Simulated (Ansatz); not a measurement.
The relaxed structure here is a generated cell of SnSe2: the first start was made by a random draw of sites in a space group, and the end was not matched to a known phase here, so it may be hypothetical. Known forms of SnSe2 include space group No. 164.

A relaxed structure of SnSe$_{2}$. These are r2SCAN (plane waves to 500 eV, PAW, scalar-relativistic; Ansatz, a quantum-chemistry and plane-wave program) values and carry that method's errors.

```xyz
9
Lattice="7.2649 0.0000 0.0000 -3.6324 6.2916 0.0000 0.0000 0.0000 5.6150" Properties=species:S:1:pos:R:3 pbc="T T T"
Se     4.9130     1.3107     0.1989
Se     2.3110     1.3814     2.0705
Se     3.6733     3.5995     3.9422
Se     0.4037     1.6231     3.4598
Se    -2.4287     5.1304     5.3314
Se     2.0250     5.8297     1.5881
Sn    -1.1291     3.4150     1.3436
Sn    -0.1105     5.5619     3.2153
Sn     1.2396     3.6063     5.0870
```

Q: Determine the symmetry and give the standard cell with its independent sites.

A: Space group P3₂ (No. 145); a = 7.2649 Å, b = 7.2649 Å, c = 5.6150 Å, α = 90.00°, β = 90.00°, γ = 120.00°

| atom | site | symmetry | x | y | z |
|---|---|---|---|---|---|
| Se | 3a | 1 | 0.4279 | 0.2196 | 0.3687 |
| Se | 3a | 1 | 0.1846 | 0.2580 | 0.6162 |
| Sn | 3a | 1 | 0.1160 | 0.5428 | 0.2393 |

Q: Give the shortest distances between elements (the closest pairs, up to four, under 3.6 Å).

A: Se–Se 2.37 Å; Se–Sn 2.69 Å; Sn–Sn 3.02 Å.

| Item | Result |
|---|---|
| Volume per atom | 28.52 Å³ |
| Band gap | 0.28 eV, indirect (valence top at A, conduction bottom at k = (0, 0, 0.1667)) (no spin-orbit coupling) |
| Smallest direct gap | 0.70 eV at L |

The relaxed cell holds bonded Se–Se pairs (2.37 Å). No spin polarisation in the result.

The run could not lose the symmetry of its start, so the end can be a saddle point.
